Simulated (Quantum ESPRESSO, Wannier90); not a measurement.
**Wannier functions of PbI2 (CdI2 type)**

```xyz
3
Lattice="4.6127 0.0000 0.0000 -2.3063 3.9947 0.0000 0.0000 0.0000 7.2570" Properties=species:S:1:pos:R:3 pbc="T T T"
Pb     0.0000     0.0000     0.0000
I     -2.3063     1.3316    -1.8799
I      2.3063    -1.3316     1.8799
```

Cell from Materials Project (mp-22893), symmetrised, no further relaxation. COD (Crystallography Open Database) has the formula in 4 space groups, this one among them (matched by group alone). Level: PBEsol, no spin polarisation, no spin-orbit coupling; pw.x of Quantum ESPRESSO at 56 Ry with PseudoDojo potentials, 9×9×6 k-points, Wannier90. Density: 12×12×4 mesh, cold smearing 0.01 Ry. Spin-orbit coupling is left out although heavy elements are present.

Band 8 is isolated and gives one Wannier function a cell (Pb1 6s 80 %, I3 5p 7 %, I2 5p 7 %; spread 3.44 Å²). Its on-site energy is ε = -7.111 eV relative to the valence-band maximum, and its hoppings t(R) = t(−R) to the nearer images are (images within this range that aren't listed have |t| under 5 meV):

```csv
R (lattice vectors; −R alike),distance (Å),t (eV)
0 1 0,4.61,0.070
1 0 0,4.61,0.070
1 1 0,4.61,0.070
```

### Question
Work out the band energy at Γ, M, K, A from these numbers.

### Answer
For one orbital E(k) = ε + Σ_R 2 t(R) cos(2π k·R), the sum over the listed R.
- Γ, k = (0.000, 0.000, 0.000): E = -7.111 + (0.070)·(6.00) = -6.69 eV; pw.x: -6.79 eV
- M, k = (0.500, 0.000, 0.000): E = -7.111 + (0.070)·(-2.00) = -7.25 eV; pw.x: -7.26 eV
- K, k = (0.333, 0.333, 0.000): E = -7.111 + (0.070)·(-3.00) = -7.32 eV; pw.x: -7.33 eV
- A, k = (0.000, 0.000, 0.500): E = -7.111 + (0.070)·(6.00) = -6.69 eV; pw.x: -6.67 eV

At these points the listed shells miss the plane-wave band by up to 0.10 eV, of a width of 0.66 eV on the path. With all its hoppings the model misses the band by 0.0 meV at worst on the whole path, so most of the miss comes from the hoppings not listed.
